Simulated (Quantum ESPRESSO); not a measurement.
Si2PBC4, convergence and cost over cutoff and k mesh

Computed values, not a measurement. The program is pw.x of Quantum ESPRESSO 7.5 (plane-wave density functional theory). The cell is made up: 8 atoms on a zincblende/diamond lattice, with randomly drawn elements, strain and displacements, not relaxed. PseudoDojo standard norm-conserving files (v0.5 for PBE, v0.4.1 for LDA and PBEsol) set the functional; there is no spin polarisation, spin-orbit coupling or dispersion term, and the masses in the input are unused placeholders.

Input of the run in row 2:

```
&control calculation='scf', pseudo_dir='./dojo.nc.sr.pbe.v0_5.standard.upf', outdir='./o', disk_io='medium', tprnfor=.true., tstress=.true. /
&system ibrav=0, nat=8, ntyp=4, nbnd=22, ecutwfc=82.02448710, nosym=.true., tot_charge=0,
 occupations='smearing', smearing='fd', degauss=0.0018374661
/
&electrons conv_thr=7.350e-09, electron_maxstep=60, /
ATOMIC_SPECIES
B 1.0 B.upf
C 1.0 C.upf
P 1.0 P.upf
Si 1.0 Si.upf
CELL_PARAMETERS angstrom
4.3206 -0.0183 0.0093
-0.0183 4.2926 0.0146
0.0093 0.0146 4.348
ATOMIC_POSITIONS angstrom
Si -0.0276 -0.0446 0.0865
P -0.028 2.1387 2.2464
Si 2.2215 -0.0293 2.1104
B 2.1315 2.1523 0.0023
C 1.2523 1.2099 1.0232
C 1.0715 3.1613 3.2215
C 3.2217 1.116 3.3973
C 3.2025 3.1816 1.0303
K_POINTS automatic
4 4 4 1 1 1
```

The same cell was run at these settings. Meshes are shifted by half a step, and differences are from the last row, which is itself not exact.

| cutoff (eV) | k mesh | k points solved | threshold (eV) | free energy less the last row's (eV) | pressure (GPa) | largest stress difference (GPa) | largest force difference (eV/Å) | iterations | wall time (s) | k-point pools | processor |
| --- | --- | --- | --- | --- | --- | --- | --- | --- | --- | --- | --- |
| 781 | 2 x 2 x 2 | 4 | 1e-04 | 0.775 | -15.39 | 2.50 | 0.116 | 7 | 13 | 1 | AMD EPYC, Zen 5 class |
| 1116 | 4 x 4 x 4 | 32 | 1e-07 | 0.006 | -12.96 | 0.07 | 0.003 | 12 | 128 | 1 | AMD EPYC, Zen 5 class |
| 1347 | 6 x 6 x 6 | 108 | 1e-07 | 0.000 | -12.89 | 0.00 | 0.000 | 12 | 545 | 1 | AMD EPYC, Zen 5 class |

Each pool is one process. Wall times include start-up and a band step at six k points, which weighs most on the coarsest meshes. The runs were on shared virtual cores whose load varied, so times are rough.